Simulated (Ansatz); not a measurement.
# YHg: do energies and stresses tell the same story?

Computed with Ansatz, DFT r2SCAN, scalar-relativistic, plane waves, PAW.

Cutoff 500 eV; k points 12×12×12 on the computed 2-atom cell (Γ-centred); Gaussian smearing, width 0.10 eV; no spin polarisation.

Relaxed cell: Pm-3m, a = 3.705 Å, b = 3.705 Å, c = 3.705 Å, α = 90.00°, β = 90.00°, γ = 90.00°, 2 atoms in the primitive cell. Whether it is the stable form of this composition wasn't checked.

Energies at zero smearing and pressures from the stress tensor, at volumes with shape and atoms relaxed:
```csv
V (Å³/atom),E − E(first) (meV/atom),P (GPa)
22.372,0.00,12.47
23.135,-49.96,8.54
23.898,-82.57,5.20
24.660,-100.41,2.36
25.423,-105.75,-0.04
26.186,-100.54,-2.06
26.948,-86.44,-3.77
27.965,-56.24,-5.63
```

Problem. Check P = −dE/dV between neighbouring volumes, and get the bulk modulus from the pressures alone.

Solution. With 1 eV/Å³ = 160.2 GPa:
```
middle V (Å³/atom)  −ΔE/ΔV (GPa) mean P (GPa)
            22.754        10.495        10.508
            23.516         6.850         6.872
            24.279         3.748         3.782
            25.042         1.122         1.163
            25.804        -1.095        -1.048
            26.567        -2.960        -2.913
            27.457        -4.759        -4.696
```

The two differ by 0.06 GPa at most. The mean of two end pressures misses the average over a step by about ΔV² P″/12, up to 0.05 GPa here; with that taken off 0.04 GPa remains. The stress is the derivative of the free energy, not of the energy at zero smearing, and with free energies 0.00 GPa remains. Around V = 25.423 Å³/atom, the two neighbours give B = −V ΔP/ΔV = 25.423 × 4.42 / 1.525 = 73.7 GPa, against B0 = 73.7 GPa from the Birch–Murnaghan fit of the energies.

Spin–orbit coupling is left out, which can shift energies with elements as heavy as these.

Cost: 9 runs of about 2.8 core-minutes in all, on Arm Neoverse V1 (shared hosts).